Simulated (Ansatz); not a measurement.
The elements of this relaxed crystal are hidden behind letters.

```
lattice vectors (Å)
   2.4044    1.3882    4.3747
  -2.4044    1.3882    4.3747
   0.0000   -2.7764    4.3747
fractional positions
X 0.8521 0.8521 0.8521
X 0.6479 0.6479 0.6479
X 0.1479 0.1479 0.1479
X 0.3521 0.3521 0.3521
Z 0.0562 0.4438 0.7500
Z 0.7500 0.0562 0.4438
Z 0.4438 0.7500 0.0562
Z 0.9438 0.5562 0.2500
Z 0.2500 0.9438 0.5562
Z 0.5562 0.2500 0.9438
```

Method: DFT PBE, scalar-relativistic, plane waves, PAW in Ansatz 0.2.0. The final run on the 10-atom cell used 420 eV, a Γ-centred 6×6×6 mesh, 0.02 eV smearing and no spin polarisation.

```
Space group                               : R-3c (No. 167)
Conventional cell                         : a = 4.809 Å, c = 13.124 Å
Volume per atom                           : 8.76 Å³
Density                                   : 3.86 g/cm³
Formation energy                          : −2.978 eV/atom
Gap on the 6×6×6 mesh of the 10-atom cell : 5.85 eV
```

Energies are uncorrected and count from the elements' standard states at the same level.

Problem. X is a p-block element of period 3 and Z is a p-block element of period 2. Which elements are they?

Solution. X = Al, Z = O, so the formula is Al2O3, here in the corundum type. Density times volume gives a mean mass of 3.86 × 8.76/1.6605 = 20.4 u per atom, and this set has 20.4 u. Among the elements that the hints allow, noble gases aside, only these give it. Al has 3 O at 1.87 Å and 3 O at 1.99 Å; around O lie 2 Al at 1.87 Å and 2 Al at 1.99 Å.

Kohn–Sham gaps at this level usually fall short of measured ones. A structure relaxed within its symmetry needn't be a true minimum.
